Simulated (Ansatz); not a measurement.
Cu$_{3}$Sn:
```cif
data_Cu12Sn4
_chemical_formula_sum 'Cu12 Sn4'
_space_group_name_H-M_alt 'Fm-3m'
_space_group_IT_number 225
_space_group_name_Hall '-F 4 2 3'
_cell_length_a 5.98012
_cell_length_b 5.98012
_cell_length_c 5.98012
_cell_angle_alpha 90.000
_cell_angle_beta 90.000
_cell_angle_gamma 90.000
loop_
_atom_site_label
_atom_site_type_symbol
_atom_site_symmetry_multiplicity
_atom_site_Wyckoff_symbol
_atom_site_fract_x
_atom_site_fract_y
_atom_site_fract_z
_atom_site_occupancy
Cu1 Cu 4 b 0.50000 0.50000 0.50000 1
Cu2 Cu 8 c 0.25000 0.25000 0.25000 1
Sn1 Sn 4 a 0.00000 0.00000 0.00000 1
```
(The calculation used a cell of 4 atoms; values per cell refer to that cell.)

Relaxed with LDA.

**Question.** Which orbitals make up the states near the Fermi level in DFT-LDA in the program Ansatz with PAW potentials?

**Answer.** Within 0.5 eV of the Fermi level: Sn 5p 44 %, Cu 3d 25 %, Cu 4s 11 %, Sn 5s 7 %, outside the projected shells 13 %. Projections are on Löwdin-orthogonalised atomic valence shells; empty p or d shells of many metals are not among them.

**Question.** Tabulate the density of states.

**Answer.** States/eV per cell of 4 atoms, in 0.25 eV bins, energy from the Fermi level.

```
E (eV)  total  Cu 3d  Sn 5p  Cu 4s
------  -----  -----  -----  -----
-7.85    0.09   0.01   0.04   0.04
-7.60    0.35   0.03   0.17   0.14
-7.35    0.62   0.08   0.28   0.22
-7.10    1.35   0.25   0.59   0.41
-6.85    2.36   0.59   0.96   0.61
-6.60    1.20   0.41   0.42   0.22
-6.35    0.92   0.37   0.30   0.15
-6.10    1.22   0.49   0.41   0.23
-5.85    1.36   0.61   0.44   0.24
-5.60    1.56   0.79   0.46   0.25
-5.35    2.32   1.32   0.57   0.39
-5.10    6.71   4.97   1.17   0.50
-4.85    4.25   3.23   0.70   0.26
-4.60    7.42   6.71   0.41   0.23
-4.35   12.63  12.12   0.28   0.11
-4.10   12.27  11.63   0.40   0.07
-3.85   14.30  13.62   0.38   0.09
-3.60   12.92  12.06   0.39   0.16
-3.35    3.92   3.75   0.12   0.01
-3.10    6.66   6.55   0.06   0.02
-2.85   24.96  24.47   0.23   0.14
-2.60    5.07   4.56   0.29   0.15
-2.35    2.89   2.21   0.40   0.17
-2.10    2.25   1.49   0.44   0.17
-1.85    1.91   1.11   0.47   0.17
-1.60    1.67   0.85   0.48   0.16
-1.35    1.49   0.67   0.48   0.15
-1.10    1.32   0.53   0.46   0.14
-0.85    1.20   0.43   0.45   0.13
-0.60    1.08   0.34   0.43   0.12
-0.35    0.98   0.28   0.41   0.11
-0.10    0.88   0.22   0.38   0.10
0.15     0.78   0.18   0.35   0.08
0.40     0.70   0.14   0.32   0.07
0.65     0.69   0.13   0.30   0.10
0.90     0.86   0.16   0.28   0.22
1.15     1.16   0.19   0.28   0.45
1.40     1.30   0.18   0.24   0.60
1.65     1.49   0.17   0.22   0.73
1.90     1.78   0.15   0.23   0.83
2.15     1.50   0.11   0.21   0.68
2.40     1.36   0.09   0.18   0.59
2.65     1.40   0.08   0.22   0.52
2.90     1.23   0.07   0.23   0.47
3.15     1.42   0.08   0.28   0.54
3.40     1.53   0.08   0.32   0.58
3.65     1.48   0.07   0.31   0.50
3.90     1.53   0.06   0.32   0.50
4.15     1.49   0.05   0.31   0.49
4.40     1.44   0.05   0.28   0.44
4.65     1.50   0.04   0.28   0.41
```

The first step of the workflow began from a Materials Project structure, measured or hypothetical; the Crystallography Open Database copy checked does not list it. COD files the formula under space group No. 59, 63. With Cu and Sn taken as one species the cell has the higher symmetry Im-3m, so it may be an ordered model of a mixed-site phase. Whether it is the stable phase at ambient conditions was not checked. Symmetry was held in the LDA relaxation. At this level the phase is mechanically unstable. No spin polarisation was allowed. Scalar-relativistic: spin–orbit coupling is off unless named, which matters more the heavier the elements.

Potentials: the later of the program's two PAW sets.
